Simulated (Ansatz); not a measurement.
Field gradients of Si3N4 from run to run

Cell of run 1: an entry of the Crystallography Open Database (COD).

Space group P6_3/m (No. 176); a = 7.6374, c = 2.9220 Å, γ = 120.00°.

| site | Wyckoff | site symmetry | x | y | z |
| --- | --- | --- | --- | --- | --- |
| Si | 6h | m.. | 0.1921 | 0.7662 | 0.2500 |
| N7 | 2c | -6.. | 0.3333 | 0.6667 | 0.2500 |
| N9 | 6h | m.. | 0.3395 | 0.0354 | 0.2500 |

One atom of each set is listed.

Relaxed positions (PBE, cell held):

Si (0.1745, 0.7684, 0.2500)
N7 (0.3333, 0.6667, 0.2500)
N9 (0.3299, 0.0304, 0.2500)

All runs are DFT with Ansatz 0.2.0 (plane waves and PAW, scalar-relativistic unless spin–orbit coupling is named, Γ-centred meshes, Fermi–Dirac smearing where given) in this cell.

Run 1: PBE, atoms as given; 420 eV, 4×4×9 k-points, smearing 0.02 eV.
Run 2: PBE, atoms relaxed; 420 eV, 4×4×9 k-points, smearing 0.02 eV.
Run 3: r2SCAN, at the relaxed atoms; 500 eV, 4×4×9 k-points, smearing 0.02 eV.
Run 4: PBE, gradients read without the response of the cores, at the relaxed atoms; 420 eV, 4×4×9 k-points, smearing 0.02 eV.

| run | Si V_zz (η) | N7 V_zz (η) | N9 V_zz (η) |
| --- | --- | --- | --- |
| 1 | -3.78 (0.16) | -2.93 (0.00) | -5.93 (0.22) |
| 2 | 0.96 (0.47) | -5.02 (0.00) | -5.08 (0.07) |
| 3 | 0.96 (0.44) | -5.09 (0.00) | -5.07 (0.08) |
| 4 | ? | ? | ? |

V_zz in 10²¹ V/m².

**Question.** Estimate the row of run 4.

**Answer.** Si: 0.88 (0.32); N7: -5.22 (0.00); N9: -5.28 (0.07). It lies nearest to run 2, from whose tensors on these sites it differs by 0.20 at most (largest principal value of the difference, on N9). Taken one at a time, the positions of the atoms (as given or relaxed) move the tensors on these sites by up to 3.08 (largest principal value of the change, on Si), the response of the cores by 0.20 (N9), the functional (r2SCAN with its higher cutoff) by 0.07 (N7). On some sites the largest principal value moves to another axis from run to run, and the sign of V_zz can flip with it. On N9 V_xx and V_yy change places between runs (or their axes turn by over 50°), so η hides a larger change.

The database positions were far from equilibrium, so the relaxed structure may not be the compound's real one. In run 1 the atoms aren't at the calculated equilibrium (largest force 7.4 eV/Å). The cell isn't the equilibrium one in run 1 (calculated pressure 8 GPa, with larger principal stresses), and the entry's cell may itself be off. Run 1: The database positions are far from the calculated equilibrium, so these values describe the entry as written and may be far from the real compound's.
